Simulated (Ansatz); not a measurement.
Na started on a Mg site in cubic perovskite KMgF3, 40 atoms, charge −1

All numbers come from Ansatz (PAW, plane waves, no spin–orbit coupling) at the single k point (¼, ¼, ¼) without its symmetry partners. The atoms were relaxed with PBEsol in a fixed cell; other functionals are single points on those atoms unless said otherwise. The valence top and gap of the host come from its small cell on a dense mesh, with the band extrema sought between the mesh points, lined up by the mean potential, HSE06 (atoms relaxed with HSE06) gap 9.54 eV. The charge correction uses an assumed dielectric constant of 7.

Cell: a = 7.983 Å, b = 7.983 Å, c = 7.983 Å, α = 90.00°, β = 90.00°, γ = 90.00°.

Nearest atoms after relaxation, from the placed atom (for vacancies from the middle of the vacant sites): F at 2.12 Å, F at 2.12 Å, F at 2.12 Å, F at 2.12 Å, F at 2.12 Å, F at 2.12 Å, K at 3.37 Å, K at 3.37 Å.

Chemical potentials μ are those of reference phases of the elements at zero temperature by the same functional (the usual solids, diamond for C, grey Sn, and the molecules H2, N2, O2, F2, Cl2, Br2 and S8).

| functional | E(defect) − E(host) − Σ nμ + q·E_VBM (eV) | monopole (eV) | alignment (eV) | formation energy at E_F = VBM (eV) | moment (μB) | wall time, shared host |
| --- | --- | --- | --- | --- | --- | --- |
| HSE06 (atoms relaxed with HSE06) | 7.80 | 0.37 | -0.03 | 8.14 | 0 (no spin) | 7.2 s on NVIDIA GB200 (relaxation) |

Question: How does the monopole term follow by hand for this cubic cell?

Answer: q²·α·e²/(4πε₀)/(2εL) with the Madelung constant α = 2.837 and e²/4πε₀ = 14.40 eV·Å: 1 × 2.837 × 14.40 / (2 × 7 × 7.983) = 0.37 eV.

HSE06 (atoms relaxed with HSE06) one-electron levels near the gap (the ten most localised at most), from the host's valence top, not corrected for the charge's images:

```tsv
level (eV)	spin	filling	atoms sharing it	element of the atom with most weight
-0.29	both	2.00	13.1	spread
-0.21	both	2.00	10.4	F
-0.21	both	2.00	10.4	F
-0.03	both	2.00	10.5	F
-0.03	both	2.00	10.6	F
-0.02	both	2.00	12.8	spread
```

All elements are taken at their own reference at once; growth conditions in equilibrium with the host shift these energies, by up to the host's formation enthalpy.

The ideal cubic host may itself distort, and that gain is in these energies.

One k point and a cell of this size can leave errors of several tenths of an eV in such numbers.
